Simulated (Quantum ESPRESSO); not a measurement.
Parts of the isotropic shielding in KMgF3, by PBE GIPAW on JTH datasets (Quantum ESPRESSO, modified build), 22.5 Ha, k-mesh 4×4×4 shifted:

```
CELL_PARAMETERS angstrom
      3.99836     0.00000     0.00000
      0.00000     3.99836     0.00000
      0.00000     0.00000     3.93869
ATOMIC_POSITIONS crystal
  K  0.50000 0.50000 0.50000
  Mg 0.00000 0.00000 0.00000
  F  0.00000 0.50000 0.00000
  F  0.50000 0.00000 0.00000
  F  0.00000 0.00000 0.50000
```
The cell was made here from a computed Materials Project entry: strained by -1 % along the cube axis and by +0.5 % across it, atoms relaxed (PBE without dispersion, pw.x of Quantum ESPRESSO, symmetry kept). The parent is KMgF3 in Pm-3m; whether this form has been observed was not checked. Stability against distortions was not tested.

The core term is that of the free atom's frozen core; the paramagnetic column sums the reconstruction terms. These are absolute shieldings with no macroscopic susceptibility term; δ = σ_ref − σ needs a reference computed alike. By our sweeps, such settings leave a few ppm in absolute σ. No d partial waves on Mg: the paramagnetic term there is incompletely reconstructed. Static lattice: thermal averaging is not included.

```json
[
 {"site": "K (atom 1)", "core": "1193.4", "bare (smooth current)": "92.1", "diamagnetic correction": "22.4", "paramagnetic corrections": "?", "σ_iso (ppm)": "?"},
 {"site": "Mg (atom 2)", "core": "412.8", "bare (smooth current)": "22.1", "diamagnetic correction": "250.3", "paramagnetic corrections": "?", "σ_iso (ppm)": "?"},
 {"site": "F1 (atoms 3, 4)", "core": "306.4", "bare (smooth current)": "91.8", "diamagnetic correction": "51.0", "paramagnetic corrections": "?", "σ_iso (ppm)": "?"},
 {"site": "F2 (atom 5)", "core": "306.4", "bare (smooth current)": "92.2", "diamagnetic correction": "51.1", "paramagnetic corrections": "?", "σ_iso (ppm)": "?"}
]
```

Question: Some entries are withheld; supply them.

Answer: 
- K (atom 1), paramagnetic corrections: -127.7
- K (atom 1), σ_iso (ppm): 1180.3
- Mg (atom 2), paramagnetic corrections: -130.6
- Mg (atom 2), σ_iso (ppm): 554.6
- F1 (atoms 3, 4), paramagnetic corrections: -117.6
- F1 (atoms 3, 4), σ_iso (ppm): 331.5
- F2 (atom 5), paramagnetic corrections: -116.1
- F2 (atom 5), σ_iso (ppm): 333.6
